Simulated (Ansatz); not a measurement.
SrO at 12 GPa: from Born charge to LO–TO splitting and polaron coupling

Method: Ansatz, DFT LDA, scalar-relativistic, plane waves, PAW. Plane waves to 420 eV; Γ-centred k mesh 8×8×8; fixed occupations. No spin polarisation. Phonons by linear response, acoustic sum rule imposed.

The cell, relaxed at 12 GPa:
```yaml
crystal:
  lattice:
    - [0.00000, 2.45473, 2.45473]
    - [2.45473, 0.00000, 2.45473]
    - [2.45473, 2.45473, 0.00000]
  atoms:
    - { symbol: Sr, position: [0.00000, 0.00000, 0.00000] }
    - { symbol: O, position: [0.50000, 0.50000, 0.50000] }
```

Linear response gives ν_TO = 270.2 cm⁻¹, Born charges ±2.544 e (positive on Sr) and ε∞ = 3.952. The primitive cell holds 29.583 Å³, and the masses are 87.620 and 15.999 amu.

Question: Find ν_LO and the static dielectric constant.

Answer: The long-wave field adds a restoring force: ω_LO² − ω_TO² = Z*²e²/(ε_vac ε∞ μV). In these units ν_LO² − ν_TO² = 4.92064×10⁷ Z*²/(μ V ε∞) cm⁻², with μ = m₁m₂/(m₁ + m₂) = 13.529 amu: 201388 cm⁻². So ν_LO = √(270.2² + 201388) = 523.8 cm⁻¹, and the run gives 523.8. Lyddane–Sachs–Teller then gives ε0 = ε∞ (ν_LO/ν_TO)² = 14.85, against 14.85 in the run (it forms both from the same three quantities, so the match checks the arithmetic only). Between ν_TO and ν_LO the dielectric function is negative and an undamped crystal reflects fully: a reststrahlen band from 19.1 to 37.0 μm.

Question: What do the Clausius–Mossotti polarisability and the Szigeti charge come to?

Answer: With the Lorentz local field, α = (3V/4π)(ε∞ − 1)/(ε∞ + 2) = 3.50 Å³ for the pair, and e_S = 3Z*/(ε∞ + 2) = 1.28 e. The Born charge includes the electrons' response to the dipole's own local field, and e_S takes that enhancement out. The Lorentz field assumes point-like polarisable ions, a fair picture at this small ε∞.

Question: How strongly does a slow electron couple to the LO mode?

Answer: For one isotropic parabolic band, Fröhlich's constant is α_F = (1/ε∞ − 1/ε0) √(m* Ry/ħω_LO), with Ry = 13.606 eV, ħω_LO = 64.9 meV and m* in free-electron masses: α_F = 0.1857 × 14.47 × √m* = 2.69 √m*. The band mass isn't part of this run; for m* = 0.1, 0.3 and 1 it gives 0.85, 1.47, 2.69. In weak coupling the polaron lies α_F ħω_LO below the band edge (96 meV at m* = 0.3) with a mass m*(1 + α_F/6); past α_F of about 5 or 6 that expansion fails. A semilocal functional's ε∞ tends to be too large, which taken alone lowers α_F.

Cost: 1 run of about 0.63 core-minutes, on Arm Neoverse N1 (shared hosts).